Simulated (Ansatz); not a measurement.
Competing spin states in CsCoCl3

```
Cs Co Cl
1.0
     7.20190    0.00000    0.00000
    -3.60095    6.23703    0.00000
     0.00000    0.00000    6.03150
Cs Co Cl
2 2 6
Direct
  0.33333 0.66667 0.75000
  0.66667 0.33333 0.25000
  0.00000 0.00000 0.00000
  0.00000 0.00000 0.50000
  0.15450 0.84550 0.25000
  0.30900 0.15450 0.75000
  0.15450 0.30900 0.25000
  0.84550 0.15450 0.75000
  0.69100 0.84550 0.25000
  0.84550 0.69100 0.75000
```

Method: r2SCAN in Ansatz 0.2.0, PAW datasets, plane waves to 500 eV, 5×5×5 Γ-centred mesh, fermi-dirac occupations of width 0.050 eV. The atoms are fixed and numbered as listed; spin is collinear, without spin-orbit coupling.

The cycle has several fixed points for this cell. Moments (μB):

```csv
state,Co3,Co4,other atoms together,size of the net moment a cell
A,2.59,-2.59,0.00,0.00
B,0.00,0.00,0.00,0.00
C,2.60,2.60,0.57,6.00
```

Site moments are taken in small spheres that don't touch (radius about 0.4 of the atom's shortest bond), so those of the magnetic atoms read low, and they needn't add up to the net moment. State B was run without spin polarisation.

Task: What is the order in energy at zero smearing?

Result: State A (antiparallel, compensated) comes first by a margin too small to trust; C (parallel moments) lies 0.4 meV above it, B (without moments) lies 311 meV above it, all counted an atom of the cell. The two lowest differ by only 2.0 meV for each atom with a column above, which mesh or functional could overturn.

Task: Which states have a gap on the mesh, and what pressure does each exert on this cell?

Result: A: gap 1.69 eV, 0.1 GPa; B: no gap, -3.3 GPa; C: gap 1.62 eV, 0.1 GPa (positive in compression). Moments take up room: without them the pressure is lower, so that state wants a smaller cell.

Task: How much does the cell gain by forming moments?

Result: 311 meV an atom of the cell, or 1555 meV for each Co atom, against state B, which has none. A run without spin would miss this and give wrong energies and forces. That state isn't the paramagnet, which keeps its moments, so this is no ordering energy.

The cell is that of a Crystallography Open Database entry, unchanged.

Caveats: only orders that fit this cell and collinear spins were tried, so the true order may need a larger cell or canted moments; atoms and cell are not relaxed, and each state would relax in its own way; semilocal functionals without U often misplace the states of 3d oxides, halides and chalcogenides; the k mesh is coarse, so differences of a few meV are uncertain where a state is a metal; one start a pattern, so a lower state of the same pattern may exist.
